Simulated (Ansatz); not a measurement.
Total density of states per atom from DFT-r²SCAN in the program Ansatz with PAW potentials, in 0.25 eV bins, energy from the Fermi level:

(E (eV), states/eV/atom): (-7.85, 0.06); (-7.60, 0.07); (-7.35, 0.09); (-7.10, 0.11); (-6.85, 0.13); (-6.60, 0.17); (-6.35, 0.16); (-6.10, 0.15); (-5.85, 0.18); (-5.60, 0.23); (-5.35, 0.24); (-5.10, 0.23); (-4.85, 0.34); (-4.60, 0.46); (-4.35, 0.44); (-4.10, 0.84); (-3.85, 0.93); (-3.60, 1.85); (-3.35, 2.06); (-3.10, 2.00); (-2.85, 1.96); (-2.60, 2.02); (-2.35, 2.39); (-2.10, 2.23); (-1.85, 2.21); (-1.60, 1.73); (-1.35, 2.18); (-1.10, 2.69); (-0.85, 2.69); (-0.60, 2.37); (-0.35, 1.37); (-0.10, 0.77); (0.15, 0.70); (0.40, 0.78); (0.65, 0.55); (0.90, 0.40); (1.15, 0.43); (1.40, 0.59); (1.65, 0.68); (1.90, 0.74); (2.15, 0.44); (2.40, 0.32); (2.65, 0.30); (2.90, 0.48); (3.15, 0.46); (3.40, 0.41); (3.65, 0.24); (3.90, 0.36); (4.15, 0.43); (4.40, 0.27); (4.65, 0.30)

Which compound is it?
A. YNi5, P6/mmm (Y on 1a, Ni on 3g, Ni on 2c)
B. RbP2Ru2, I4/mmm (Rb on 2a, P on 4e, Ru on 4d)
C. LaSi2Ni2, I4/mmm (La on 2a, Si on 4e, Ni on 4d)
D. BiB, CsCl type

A, YNi5, P6/mmm (Y on 1a, Ni on 3g, Ni on 2c). Within 0.5 eV of the Fermi level: Ni 3d 84 %, Ni 4s 5 %, Y 4d 5 %. Projections are on Löwdin-orthogonalised atomic valence shells; empty p or d shells of many metals are not among them.

The workflow started from a Materials Project entry (that database holds measured and hypothetical structures alike); the Crystallography Open Database files this formula in space group No. 191, but the cells were not matched. Its standing as an ambient phase is unchecked. The cell was relaxed with r²SCAN under the symmetry of its start, as lowered by the spin order; whether a distortion lowers the energy is not shown. The final state is ferrimagnetic, the only order run, not a proven ground state. Other orbital occupations within this spin state were not tried. Spin–orbit coupling is left out wherever it is not named.

Potentials: the later of the program's two PAW sets.
